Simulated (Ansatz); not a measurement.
SiO2:
Space group R32, hexagonal axes (No. 155); a = b = 7.9960 Å, c = 7.8635 Å, α = β = 90.00°, γ = 120.00°

```
atom  site  symmetry       x       y       z
----  ----  --------  ------  ------  ------
Si      9e        .2  0.7852  0.7852  0.5000
O       9e        .2  0.1910  0.1910  0.5000
O       9d        .2  0.0000  0.3336  0.0000
```
(The calculation used a cell of 9 atoms; values per cell refer to that cell.)

Relaxed with PBEsol. 

Task: HSE06 on this cell (Ansatz, an electronic-structure program, PAW) gives a gap of 7.39 eV. What does PBEsol give?

Result: 5.65 eV.

Cost on shared cores: the PBEsol run (SCF on a 6×6×6 mesh, then bands and DOS) about 90 core-seconds (a rough figure), the HSE06 run (SCF on 3×3×3, then a few points) around 90 core-seconds (rough); the tasks are unlike.

The workflow started from a Materials Project entry (that database holds measured and hypothetical structures alike); the Crystallography Open Database copy checked does not list it. It is not the phase usual at ambient conditions (space group No. 92, 152, 154). The cell was relaxed with PBEsol under the symmetry of its start; its stability against distortions is not shown here.

Potentials: the earlier of the program's two PAW sets.

Ansatz is a plane-wave DFT program.
